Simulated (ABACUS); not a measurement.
A self-consistent single point of MgZn3O4 (Cm, 8 atoms in the cell; from Materials Project mp-1221958, changed as shown).

```
CELL_PARAMETERS angstrom
      5.82076    -1.60594     0.00000
      5.82076     1.60594     0.00000
     -2.63626     0.00000     4.87501
ATOMIC_POSITIONS crystal
  Mg 0.25130 0.25130 0.92000
  Zn 0.75060 0.75060 0.41570
  Zn 0.49930 0.49930 0.83020
  Zn 0.99980 0.99980 0.33510
  O  0.06140 0.06140 0.72890
  O  0.55850 0.55850 0.22510
  O  0.80870 0.80870 0.14000
  O  0.30840 0.30840 0.64290
```

All values come from this method and carry its errors: LDA (PW92), numerical atomic orbitals DZP (confined pseudo-atomic orbitals with Gaussian additions; energy shift 0.003 Ry), PseudoDojo 0.4 standard norm-conserving LDA (tails mended) pseudopotentials (ABACUS).

ABACUS settings:

| setting | value |
|---|---|
| basis | DZP numerical atomic orbitals, energy shift 0.003 Ry |
| KPT | Gamma 6 6 4 0 0 0 |
| basis_type | lcao |
| dft_functional | PWLDA |
| ecutwfc | 100 Ry |
| smearing_method | fixed |
| potentials | PseudoDojo 0.4 standard norm-conserving LDA (tails mended) |
| symmetry | 1 |
| symmetry_prec | 1e-05 |
| ks_solver | genelpa |
| scf_nmax | 100 |
| scf_thr | 1.0e-07 |
| mixing_type | broyden |

Estimate, at this level of theory: gap on the k-point mesh, pressure and largest force (vector length).

The run gave:

- Gap on the k-point mesh = 1.44 eV
- Pressure = 2.14 GPa
- Largest force (vector length) = 0.258 eV/Å

Gaps are taken between levels on the mesh.

For comparison: a first run was changed to give this one (volume scaled by 0.98), and from it to this one the free energy is nearly the same (within 1 meV/atom), the pressure goes from -0.84 to 2.14 GPa, the largest force goes from 0.276 to 0.258 eV/Å and the gap on the mesh goes from 1.394 to 1.440 eV.

The atom-centred basis is finite, which shifts total energies, pressures, gaps and forces against plane waves. The structure comes from a collection of computed structures, made at another level of theory; the collection holds predicted forms beside known ones. Its lattice was then scaled.

Cost on one core: roughly 70 core-seconds.

The atomic orbitals were generated for these runs; they are not ABACUS's published sets and were checked against plane waves on a few crystals only.

“Tails mended”: in these copies of the files the far tail of each local potential was reset to the Coulomb form.
